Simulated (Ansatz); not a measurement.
InCo$_{3}$N (anti-perovskite, Pm-3m) under volume change, DFT-HSE06 in the program Ansatz with PAW potentials, scaled uniformly.

```
V (Å³/atom)  E − E(relaxed) (meV/atom)  P (GPa)
-----------  -------------------------  -------
10.068                            73.9    25.96
10.400                            31.0    15.77
10.732                             7.3     7.20
11.064                             0.0     0.02
11.396                             6.3    -5.99
11.728                            24.2    -9.85
12.059                            48.3   -13.69
```

What does a third-order Birch–Murnaghan fit give for V₀, B₀ and B′?

V₀ = 11.07 Å³/atom, B₀ = 207 GPa, B′ = 6.0.

The first step of the workflow began from a Materials Project structure, measured or hypothetical; the Crystallography Open Database copy checked does not list it. Whether it is the stable phase at ambient conditions was not checked. The cell was relaxed with HSE06 under the symmetry of its start; whether a distortion lowers the energy is not shown. The final state is ferromagnetic, chosen from 4 collinear starts compared on coarse meshes with r²SCAN (ties went to the first, and starts can fall back to one state), not a proven ground state. Other orbital occupations within this spin state were not tried. The hybrid run found no gap, on a coarse k-mesh.

Potentials: the later of the program's two PAW sets.
